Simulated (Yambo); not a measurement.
G0W0@PBEsol for CaI$_{2}$ (CdI2 type, space group P-3m1, No. 164) in Yambo (3×3×2 mesh, 7 Ry block, plasmon pole, screening fixed), without a terminator:

```tsv
bands N in G	gap Γ → (0, 0.333, 0) (eV)	shift of the valence edge (eV)
120	5.504	-0.723
218	5.560	-1.004
348	5.550	-1.121
```

**Question.** Extrapolate both columns to infinite N with E(N) = E∞ + A/N, test the form, and compare with the terminator.

**Answer.** From two points, E∞ = (N2 E2 − N1 E1)/(N2 − N1). The two largest N give 5.53 eV for the gap and -1.32 eV for the shift; the two smallest give 5.63 eV and -1.35 eV. For the gap the slopes A are -15 and 5.8 eV: the form isn't reached, and its limit is uncertain. For the shift the slopes A are 75 and 68 eV: the 1/N form holds. With the Bruneval-Gonze terminator and 348 bands the run gives 5.51 eV and -1.21 eV, 0.03 eV and 0.11 eV from the extrapolated values: the terminator too is an estimate of the remainder. Block, mesh and the bands in W are held fixed.

Spin-orbit coupling is included.

Geometry relaxed with PBE+D3(BJ); primitive cell a = 4.432 Å, b = 4.432 Å, c = 6.920 Å, α = 90.00°, β = 90.00°, γ = 120.00°.

A shift is the quasiparticle energy of the state minus its PBEsol energy.
